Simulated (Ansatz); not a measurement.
**Structures of Ni3Br: which is lowest?**

Plane-wave DFT in Ansatz with scalar-relativistic PAW potentials, cutoff 420 eV, Γ-centred meshes chosen by cell and gap, Gaussian smearing with energies taken to zero width. Every cell was relaxed (cell and atoms) in a run of its own, within the symmetry of its start. Functional: PBE.

Relaxed structures (starts from databases or built by putting these elements on another compound's sites):
A. I4/mmm, 4 atoms in the computed cell, a = 3.710 Å, c = 7.658 Å; sites (symmetry × multiplicity) Ni -4m2 × 4 + 4/mmm × 2, Br 4/mmm × 2; start: built
B. P6_3/mmc, 8 atoms in the computed cell, a = 6.150 Å, c = 3.633 Å; sites (symmetry × multiplicity) Ni mm2 × 6, Br -6m2 × 2; start: built

Question: Rank them by energy. Could pressure change the order?

Answer:
| structure | group | E − E(lowest) (meV/atom) | V (Å³/atom) | gap on mesh (eV) |
| --- | --- | --- | --- | --- |
| B | P6_3/mmc | 0.0 | 14.88 | 0.00 |
| A | I4/mmm | 91 | 13.18 | 0.00 |

B is lowest, 91 meV/atom under A. A is denser by 1.70 Å³/atom, so pressure favours it: ΔE/ΔV, with ΔE in eV and 1 eV/Å³ = 160.2 GPa, gives about 9 GPa for equal enthalpy if both cells were rigid, a rough figure since the two compress differently. Other structures may lie lower than all of these, and vibrations aren't counted.

Moments started parallel, and an antiferromagnetic order may lie lower. Magnetic cells started from one order each; another order can shift an energy by tens of meV per atom.